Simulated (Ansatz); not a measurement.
An Ansatz (a quantum-chemistry and plane-wave program) run. Input:

Ansatz 0.2 input:
```yaml
crystal:
  lattice:
    - [0.0, 4.0884111848, 4.2538622805]
    - [2.3780544438, 0.0, 4.2538622805]
    - [2.3780544438, 4.0884111848, 0.0]
  atoms:
    - { symbol: Ti, position: [0.5, 0.5, 0.5] }
    - { symbol: Ti, position: [0.75, 0.75, 0.75] }
    - { symbol: Si, position: [0.8366632783, 0.1633367217, 0.8366632783] }
    - { symbol: Si, position: [0.1633367217, 0.8366632783, 0.1633367217] }
    - { symbol: Si, position: [0.4133367217, 0.0866632783, 0.4133367217] }
    - { symbol: Si, position: [0.0866632783, 0.4133367217, 0.0866632783] }
kpoints:
  mp_grid: { grid: [16, 16, 16] }
hamiltonian:
  xc: pbesol
  pseudopotentials: { azcp: { folder: ./paw }, kind: paw }
scf:
  occupations: { method: fermi_dirac, width: 0.1 }
elastic: { mode: relaxed_ion, stencil: two_point, amplitude: 0.005, f_tol: 0.0005 }
```

Output (shortened):

```
Pseudopotentials: kind: paw
Pseudopotential: Ti, paw, valence charge 12
Pseudopotential: Si, paw, valence charge 4
Functional definition: PBEsol
Crystal: 6 atoms, lattice volume = 82.716 Å³
Basis set: ecut = 420 eV, 1609 PW (Γ), exchange–correlation on 80×72×64 points (8 copies of the dense FFT grid, shifted against one another)
Bands: 26, of which v1, the nominal top of the filled ones, is band 20 counted from 1 (19 counted from 0)
Symmetry: 8 space group operations
Space group: Fddd (ITA 70), of the structure as read, at distance tolerance 4.4e-5 Å
k-points: 621 of 4096
PAW frozen core: Ti, regenerated for the run's functional, and the local potential with it
PAW frozen core: Si, regenerated for the run's functional, and the local potential with it
Initial density: superposition of atomic densities (chi_scale 0.1, normalization cell, long waves kept (reshape's long-wave potential 0.00 eV rms))
Initial wavefunctions: pseudopotential atomic-orbital guess
Eigensolver: davidson
Functional: x = pbesol(κ = 0.804, μ = 0.12345679012345678), c = pbesol(β = 0.046)
all-band conjugate gradients solve this SCF's bands
the search or the solves at the SCF's close seem to have found levels that the self-consistency loop had missed (the run counts 2) …
SCF 1 converged in 10 iterations: F = -7437.836927 eV  dr2 = 6.72e-14
relax step   1: F+E_penalty+E_count = -7437.83692708 eV  Δ(F+E_penalty+E_count) = +0.000e0 eV  max|allowed force component| = 1.517e-2 eV/Å  Δτ_max = 0.0000 Å  (10 SCF iters, accepted)
Crystal: 6 atoms, lattice volume = 82.716 Å³
Initial density: handed on by an earlier stage of this run
Initial wavefunctions: pseudopotential atomic-orbital guess (no wavefunctions were taken with the density)
SCF 2 converged in 8 iterations: F = -7437.836974 eV  dr2 = 3.65e-14
relax step   2: F+E_penalty+E_count = -7437.83697419 eV  Δ(F+E_penalty+E_count) = -4.711e-5 eV  max|allowed force component| = 8.211e-3 eV/Å  Δτ_max = 0.0010 Å  (8 SCF iters, accepted)
density extrapolation: transplant  |δρ|_rms = 2.918e-2 e/Å³  SAD shift = 2.357e-4 e/Å³
Crystal: 6 atoms, lattice volume = 82.716 Å³
Initial wavefunctions: those handed on with the density
SCF 3 converged in 8 iterations: F = -7437.836994 eV  dr2 = 6.68e-15
relax step   3: F+E_penalty+E_count = -7437.83699374 eV  Δ(F+E_penalty+E_count) = -1.955e-5 eV  max|allowed force component| = 1.290e-5 eV/Å  Δτ_max = 0.0012 Å  (8 SCF iters, accepted)
Crystal: 6 atoms, lattice volume = 82.716 Å³
SCF 4 converged in 12 iterations: F = -7437.836994 eV  dr2 = 4.05e-19
Crystal: 6 atoms, lattice volume = 82.302 Å³
[...]
SCF 49 converged in 9 iterations: F = -7437.836133 eV  dr2 = 6.68e-14
relax step   1: F+E_penalty+E_count = -7437.83613269 eV  Δ(F+E_penalty+E_count) = +0.000e0 eV  max|allowed force component| = 2.919e-2 eV/Å  Δτ_max = 0.0000 Å  (9 SCF iters, accepted)
density extrapolation: transplant  |δρ|_rms = 2.919e-2 e/Å³  SAD shift = 4.704e-3 e/Å³
Crystal: 6 atoms, lattice volume = 82.716 Å³
SCF 50 converged in 8 iterations: F = -7437.836189 eV  dr2 = 2.53e-15
relax step   2: F+E_penalty+E_count = -7437.83618903 eV  Δ(F+E_penalty+E_count) = -5.633e-5 eV  max|allowed force component| = 3.128e-3 eV/Å  Δτ_max = 0.0022 Å  (8 SCF iters, accepted)
density extrapolation: transplant  |δρ|_rms = 2.919e-2 e/Å³  SAD shift = 4.643e-4 e/Å³
Crystal: 6 atoms, lattice volume = 82.716 Å³
SCF 51 converged in 6 iterations: F = -7437.836191 eV  dr2 = 6.75e-14
relax step   3: F+E_penalty+E_count = -7437.83619124 eV  Δ(F+E_penalty+E_count) = -2.215e-6 eV  max|allowed force component| = 1.059e-3 eV/Å  Δτ_max = 0.0002 Å  (6 SCF iters, accepted)
density extrapolation: transplant  |δρ|_rms = 2.919e-2 e/Å³  SAD shift = 7.637e-5 e/Å³
Crystal: 6 atoms, lattice volume = 82.716 Å³
SCF 52 converged in 10 iterations: F = -7437.836192 eV  dr2 = 1.12e-19
relax step   4: F+E_penalty+E_count = -7437.83619152 eV  Δ(F+E_penalty+E_count) = -2.813e-7 eV  max|allowed force component| = 1.310e-4 eV/Å  Δτ_max = 0.0001 Å  (10 SCF iters, accepted)
Crystal: 6 atoms, lattice volume = 82.716 Å³
SCF 53 converged in 11 iterations: F = -7437.836192 eV  dr2 = 9.28e-19
SCF converged after 12 iterations
Stability not checked: this state was not tested for a lower state beside it, because too few of the mixer's solves of this state at the end of the SCF gave a …
Free energy (F): -7437.836994 eV
Harris-Foulkes:  -7437.836994 eV  (|F-HF|=3.64e-12)
Internal energy: -7437.766722 eV  (E = F + TS)
E sigma→0 (E₀):  -7437.801858 eV
Entropy (-TS):   -0.070272 eV (-11.712 meV/atom)
Fermi energy:    12.722156 eV
--- Per-component energies (eV) ---
  E_band       = -207.737972
  E_kinetic    = 737.038745
  E_local      = -2120.474872  (includes V_loc(G=0)·N_el)
  E_nonlocal   = 214.553121
  E_hartree    = 903.190561
  E_xc         = -462.532400
  E_vxc        = -492.235090  (∫ρ·V_xc dr)
  E_paw        = -4025.208633  (= ΣΔE_a)
  E_vpaw       = -353.000991  (= ΣTr[D̂ρ^β])
  E_aug_tail   = -0.000006  (compensation charges beyond the density's cutoff)
  E_ewald      = -2684.738250
  E_core_change = 0.405012  (= ΣΔE_core)
  E_smearing   = -0.070272  (= −TS)
  E_closure    = 0.000000  (closes the sum)
  Σ components = -7437.836994   (vs F -7437.836994, Δ=0.00e0)
--- Forces (eV/Å), atoms counted from 1 ---
  atom   1  Ti     0.00000000     0.00000000     0.00000000
  atom   2  Ti     0.00000000     0.00000000     0.00000000
  atom   3  Si     0.00000000    -0.00001288     0.00000000
  atom   4  Si     0.00000000     0.00001288     0.00000000
  atom   5  Si     0.00000000     0.00001288     0.00000000
  atom   6  Si     0.00000000    -0.00001288     0.00000000
  max |Σ_I F_I| component: 0.00e0 eV/Å
--- Stress (GPa, compression-positive) ---
        0.214057       0.000000       0.000000
        0.000000       0.080852       0.000000
        0.000000       0.000000      -0.134473
  P = ⅓ Tr σ = 0.0535 GPa (0.535 kbar)
  The stress holds the Pulay correction. Without it, at fixed plane waves, as pw.x and ABINIT print it: P = 0.0301 GPa
  The stress includes an estimate of the error left by incomplete SCF convergence (largest component  0.0000 GPa; it does not cover the PAW one-centre terms).
--- Band table (eV; the first three rows and the last of 621) ---
  k-point 0: bands = ["-43.2261", "-43.1947", "-19.7410", "-19.7185", "-19.6397", "-19.6238", "-19.6038", "-19.5973", "0.0430", "5.9333", "7.0408", "7.2551", "7.6506", "8.8829", "8.9944", "10.1452", "10.4004", "10.6954", "10.9521", "11.3342", "11.7624", …
  k-point 1: bands = ["-43.2258", "-43.1949", "-19.7407", "-19.7184", "-19.6408", "-19.6239", "-19.6037", "-19.5973", "0.0849", "5.8767", "6.7844", "7.2066", "7.8394", "8.9308", "9.0265", "10.2124", "10.2689", "10.6647", "11.1354", "11.3414", "11.7529", …
  k-point 2: bands = ["-43.2251", "-43.1956", "-19.7402", "-19.7181", "-19.6441", "-19.6239", "-19.6034", "-19.5971", "0.2098", "5.7257", "6.2952", "7.1643", "8.0016", "8.8991", "9.2846", "10.0123", "10.4498", "10.6550", "11.3824", "11.4535", "11.7393", …
  k-point 620: bands = ["-43.2103", "-43.2103", "-19.6931", "-19.6931", "-19.6773", "-19.6773", "-19.5973", "-19.5973", "1.9838", "1.9838", "7.7263", "7.7263", "7.8279", "7.8279", "9.7182", "9.7182", "11.1542", "11.1542", "11.7048", "11.7048", "13.4519", …
  band table: 26 of 26 bands, residual norms ≤ 1.0e-3 eV
--- Elastic constants: 6 strain directions × 2 members + reference (group order 8) ---
  dense FFT box of the reference and of every strained cell: 40×36×32
  strains applied: 11, 22, 33, 23, 13, 12; error gains …
  reference relaxed by the batch: 3 steps …
  largest displacement 2.2e-3 Å; the constants are those of the deck's cell at these positions:
  atoms:
    - { symbol: Ti, position: [0.5, 0.49999999999999994, 0.5] }
    - { symbol: Ti, position: [0.75, 0.75, 0.75] }
    - { symbol: Si, position: [0.8363946412194745, 0.16360535878052557, 0.8363946412194743] }
    - { symbol: Si, position: [0.16360535878052568, 0.8363946412194743, 0.1636053587805255] }
    - { symbol: Si, position: [0.41360535878052573, 0.0863946412194743, 0.4136053587805256] }
    - { symbol: Si, position: [0.08639464121947438, 0.4136053587805256, 0.08639464121947432] }
  C = ∂σ_k/∂η_j (tension-positive GPa; Voigt order 11 22 33 23 13 12):
       338.845     31.677     86.298      0.000      0.000      0.000
        31.593    338.705     26.471      0.000      0.000      0.000
        85.904     26.338    427.425      0.000      0.000      0.000
         0.000      0.000      0.000     76.648      0.000      0.000
         0.000      0.000      0.000      0.000    111.865      0.000
         0.000      0.000      0.000      0.000      0.000    124.125
  reference stress σ⁰ (GPa):     -0.214     -0.081      0.134      0.000      0.000      0.000
  moduli (Voigt/Reuss/Hill, GPa): K = 154.81/151.56/153.18   G = 126.58/116.77/121.68   E = 288.61   ν = 0.186
  mechanically stable: yes (min eigenvalue of sym C = 76.65 GPa)
  harmonic check of the ions' relaxations: strain 22: 1 pair too noisy to judge …
  the stresses are not corrected for the forces that the relaxations left standing (`elastic.f_tol`)
  strain η (Voigt 11):  stress-route row diagonal C_11 = 338.85 GPa, energy-path curvature d²(F+E_count+ΔE)/dδ²/Ω₀ = 338.82 GPa
         δ    σ_11 (GPa)             F (eV)   n_scf  n_hpsi   n_pw
    -5.000e-3      -1.9393       -7437.8342264       9  275484   1628   relax 2 steps, max|allowed force component| 2.64e-5 eV/Å
     5.000e-3       1.4491       -7437.8353859       9  275604   1643   relax 2 steps, max|allowed force component| 6.53e-5 eV/Å
  strain η (Voigt 22):  stress-route row diagonal C_22 = 338.70 GPa, energy-path curvature d²(F+E_count+ΔE)/dδ²/Ω₀ = 338.67 GPa
         δ    σ_22 (GPa)             F (eV)   n_scf  n_hpsi   n_pw
    -5.000e-3      -1.8122       -7437.8345656       9  268098   1625   relax 1 steps, max|allowed force component| 3.92e-4 eV/Å
     5.000e-3       1.5748       -7437.8350494      11  293772   1643   relax 2 steps, max|allowed force component| 2.93e-5 eV/Å
  strain η (Voigt 33):  stress-route row diagonal C_33 = 427.43 GPa, energy-path curvature d²(F+E_count+ΔE)/dδ²/Ω₀ = 427.42 GPa
         δ    σ_33 (GPa)             F (eV)   n_scf  n_hpsi   n_pw
    -5.000e-3      -2.0470       -7437.8345437       9  268812   1632   relax 3 steps, max|allowed force component| 4.72e-6 eV/Å
     5.000e-3       2.2273       -7437.8339264       9  268441   1643   relax 3 steps, max|allowed force component| 5.37e-6 eV/Å
  strain η (Voigt 23):  stress-route row diagonal C_44 = 76.65 GPa, energy-path curvature d²(F+E_count+ΔE)/dδ²/Ω₀ = 76.61 GPa
         δ    σ_23 (GPa)             F (eV)   n_scf  n_hpsi   n_pw
    -5.000e-3      -0.3832       -7437.8364982      11  521097   1634   relax 4 steps, max|allowed force component| 4.14e-4 eV/Å
     5.000e-3       0.3832       -7437.8364982      11  522702   1634   relax 4 steps, max|allowed force component| 4.14e-4 eV/Å
  strain η (Voigt 13):  stress-route row diagonal C_55 = 111.86 GPa, energy-path curvature d²(F+E_count+ΔE)/dδ²/Ω₀ = 111.89 GPa
         δ    σ_13 (GPa)             F (eV)   n_scf  n_hpsi   n_pw
    -5.000e-3      -0.5593       -7437.8362706       9  478549   1634   relax 4 steps, max|allowed force component| 6.99e-6 eV/Å
     5.000e-3       0.5593       -7437.8362706       9  478538   1634   relax 4 steps, max|allowed force component| 6.97e-6 eV/Å
  strain η (Voigt 12):  stress-route row diagonal C_66 = 124.12 GPa, energy-path curvature d²(F+E_count+ΔE)/dδ²/Ω₀ = 124.19 GPa
         δ    σ_12 (GPa)             F (eV)   n_scf  n_hpsi   n_pw
    -5.000e-3      -0.6206       -7437.8361915      11  520785   1634   relax 4 steps, max|allowed force component| 1.31e-4 eV/Å
     5.000e-3       0.6206       -7437.8361915      11  521006   1634   relax 4 steps, max|allowed force component| 1.31e-4 eV/Å
```

Cost: about 40 core-minutes (a rough figure) on shared cores.

Symmetry was held in the PBEsol relaxation; of distortions, only those at the zone centre were tested. The run is not spin-polarised. As this level gives no gap, shear constants depend on the k-mesh and smearing (Fermi–Dirac, 0.1 eV here).

Potentials: the earlier of the program's two PAW sets.

Ansatz is a plane-wave DFT program.
